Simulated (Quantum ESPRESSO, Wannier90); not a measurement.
**Tight-binding from DFT: ScF3 (R32)**

```
begin unit_cell_cart
ang
    2.8568399937    1.6493973394    2.3311470000
   -2.8568399937    1.6493973394    2.3311470000
    0.0000000000   -3.2987946788    2.3311470000
end unit_cell_cart
begin atoms_frac
Sc   0.0000000000  0.0000000000  0.0000000000
F    0.5000000000  0.0019300000 -0.0019300000
F   -0.0019300000  0.5000000000  0.0019300000
F    0.0019300000 -0.0019300000  0.5000000000
end atoms_frac
```

Materials Project entry mp-10694; symmetrised, unrelaxed at this level. COD (Crystallography Open Database) has the formula in 4 space groups, this one among them (matched by group alone). The atoms lie within 0.1 Å of the higher space group Pm-3m. Method: LDA plane waves in Quantum ESPRESSO 7.5 (PseudoDojo norm-conserving files, 68 Ry, no spin polarisation, no spin-orbit coupling), Bloch states on a 8×8×8 mesh through Γ, Wannier90 4.0.1. Density: 8×8×8 mesh, cold smearing 0.01 Ry.

A tight-binding model is made by disentanglement and projection with no localisation steps (num_iter = 0), so the 14 orbitals stay atom-like: hydrogen-like Sc: d; F: p, axes along x, y, z; frozen window up to 7.64 eV relative to the valence-band maximum. It follows pw.x to 0.3 meV rms for states up to 7.1 eV relative to the valence-band maximum. Matrix elements depend on this choice of orbitals and windows.

Problem. What are the on-site energies relative to the valence-band maximum, and how fast do the hoppings decay?

Solution. 
```json
[
 {"atom": "Sc1", "orbitals": "dz2", "energy (eV)": "6.49"},
 {"atom": "Sc1", "orbitals": "dxz dyz", "energy (eV)": "7.45"},
 {"atom": "Sc1", "orbitals": "dx2-y2 dxy", "energy (eV)": "6.97"},
 {"atom": "F2", "orbitals": "pz", "energy (eV)": "-0.96"},
 {"atom": "F2", "orbitals": "px", "energy (eV)": "-1.06"},
 {"atom": "F2", "orbitals": "py", "energy (eV)": "-0.85"},
 {"atom": "F3", "orbitals": "pz", "energy (eV)": "-0.96"},
 {"atom": "F3", "orbitals": "px", "energy (eV)": "-1.06"},
 {"atom": "F3", "orbitals": "py", "energy (eV)": "-0.85"},
 {"atom": "F4", "orbitals": "pz", "energy (eV)": "-0.96"},
 {"atom": "F4", "orbitals": "px", "energy (eV)": "-0.75"},
 {"atom": "F4", "orbitals": "py", "energy (eV)": "-1.17"}
]
```

| distance of the centres (Å) | largest modulus (eV) |
|---|---|
| 2–3 | 1.6 |
| 4–5 | 0.058 |
| 5–6 | 0.011 |
| 6–7 | 0.0053 |
| 7–8 | 0.0015 |
| 8–9 | 0.0022 |
| 9–10 | 0.00085 |
| 10–11 | 0.00067 |
| 11–12 | 0.00041 |
| 12–13 | 0.00036 |
